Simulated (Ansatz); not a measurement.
The start is a generated trial cell of SiNi2 in the AFLOW prototype AB2_hP3_191_a_d (C32, as in AlB2). A full variable-cell relaxation at zero pressure is run with r2SCAN (plane waves to 500 eV, PAW, scalar-relativistic; Ansatz, a first-principles code). The first steps use a coarse 8×8×7 k-mesh.

The start:
```
SiNi2
1.0
    3.25779     0.00000     0.00000
   -1.62889     2.82133     0.00000
    0.00000     0.00000     3.52741
Si Ni
1 2
Direct
  0.00000   0.00000   0.00000
  0.33333   0.66667   0.50000
  0.66667   0.33333   0.50000
```
Spin-polarised start, with parallel moments on Ni.

Q: By how much does the energy per atom fall from start to end?

A: 1.44 eV/atom.

Q: How do the shortest distances between atoms change?

A: The closest pairs of elements (up to four, under 3.6 Å), start → end: Ni–Ni 1.88 → 2.26 Å; Si–Si 3.26 → 2.45 Å; Ni–Si 2.58 → 2.57 Å.

Q: Is the relaxed structure metallic? Give its gap.

A: Zero (metallic).

Q: What magnetic moments remain?

A: Zero (the starting moments vanished).

The space group stays P6/mmm (No. 191) (the run could not lower it), with 3 atoms in the primitive cell. Final values are on a 14×14×19 k-mesh of the relaxed cell. No spin polarisation in the result: the starting moments vanished. A magnetic state may lie lower.

The run could not lower the symmetry of its start; a shaken copy of this end point relaxes with r2SCAN to Pmmn (No. 59), 0.42 eV/atom lower.

The relaxed structure here is a generated cell of SiNi2: the first start was made by placing the elements on the sites of a structure type, and the end was not matched to a known phase here, so it may be hypothetical.
